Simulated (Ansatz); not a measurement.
**Is this Mg3Cd2Se5 structure a true minimum?**

It was reached by relaxing an invented guess, and it needn't be the stable form of this composition.

Level of theory: DFT PBE, scalar-relativistic, plane waves, PAW in Ansatz 0.2.0. Settings: cutoff 420 eV, Γ-centred mesh 12×12×12 on the computed 10-atom cell, Gaussian smearing of 0.02 eV; no spin polarisation.

The cell below (10 atoms, space group R-3m (No. 166)) is relaxed within its symmetry.

```
Mg Cd Se
1.0
     1.98033    1.14334   16.20549
    -1.98033    1.14334   16.20549
     0.00000   -2.28669   16.20549
Mg Cd Se
3 2 5
Direct
  0.00000 0.00000 0.00000
  0.60183 0.60183 0.60183
  0.39817 0.39817 0.39817
  0.20139 0.20139 0.20139
  0.79861 0.79861 0.79861
  0.30095 0.30095 0.30095
  0.90311 0.90311 0.90311
  0.50000 0.50000 0.50000
  0.09689 0.09689 0.09689
  0.69905 0.69905 0.69905
```

For the test it was strained at random (σ = 1.5 % a component), the atoms were moved at random (σ = 0.15 Å), and all was relaxed again on a coarse 6×6×6 mesh (in the run’s order of axes) with 0.10 eV smearing, with no symmetry imposed.

Question: What happens?

Answer: It returns, within 1 meV/atom of the unmoved cell on that mesh and with the same symmetry when read at 0.1 Å (C2 at 0.01 Å, so small strains and shifts remain). So it is stable against the distortions that fit this cell and that this random move excites. Modes that don't fit the cell aren't tested.
